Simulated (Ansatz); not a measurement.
In plane-wave PAW PBE (Ansatz code), Ag in the cubic phase (Fd-3m; Ag on 8a, Ag on 16d) relaxes to a = 7.719 Å.

Electronic character: metallic (no gap). Gap from PBE with spin–orbit coupling: none (metallic).

An equation-of-state fit gives a bulk modulus of 78.5 GPa.

The start of the workflow was typed in or built on a structure type; neither database checked (COD, Materials Project) lists it. It is not the phase usual at ambient conditions (space group No. 225). Symmetry was held in the PBE relaxation; whether a distortion lowers the energy is not shown. The run is not spin-polarised. Spin–orbit coupling is left out wherever it is not named.

Potentials: the later of the program's two PAW sets.
